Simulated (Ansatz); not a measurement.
NaH (rock salt, Fm-3m), the program Ansatz at the LDA level (PAW): ε∞ = 3.34, cell volume 25.79 Å³. Infrared-active transverse modes:

```csv
ω_TO (cm⁻¹),oscillator strength S_xx (e²/amu)
561.3,0.9256
```

Compute the static dielectric constant.

Each mode adds (4.921e7/V) S/ω²: 5.61. So ε0 = 8.95.

What LO frequency does the Lyddane–Sachs–Teller relation give?

ω_LO = ω_TO √(ε0/ε∞) = 918 cm⁻¹.

The cell was relaxed with LDA under the symmetry of its start; phonons on a q-mesh show no instability.

Potentials: the later of the program's two PAW sets.
